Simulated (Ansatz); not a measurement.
Cs2Pt in space group P6_3/mmc (No. 194; Cs on 2d, Cs on 2a, Pt on 2c) at seven volumes, DFT-r²SCAN in the program Ansatz with PAW potentials, shape and atoms relaxed at each. One row is withheld.

```
V (Å³/atom)  P (GPa)
-----------  -------
34.606          1.93
35.747             ?
36.888          0.52
38.029          0.00
39.170         -0.43
40.311         -0.77
41.452         -1.05
```

**Question.** Fit the shown pressures and predict the withheld one.

**Answer.** Third-order Birch–Murnaghan: P = (3/2)B₀(x^(7/2) − x^(5/2))[1 + (3/4)(B′ − 4)(x − 1)] with x = (V₀/V)^(2/3). Least squares on the six rows gives V₀ = 38.026 Å³/atom, B₀ = 15.63 GPa, B′ = 5.76. At V = 35.747, x = 1.0421 and P = 1.15 GPa. The run itself gave 1.16 GPa.

The first step of the workflow began from a Materials Project structure, measured or hypothetical; the Crystallography Open Database copy checked does not list it. Its standing as an ambient phase is unchecked. The r²SCAN relaxation kept the symmetry of its start; its stability against distortions is not shown here. No spin polarisation was allowed. Spin–orbit coupling is left out wherever it is not named.

Potentials: the later of the program's two PAW sets.
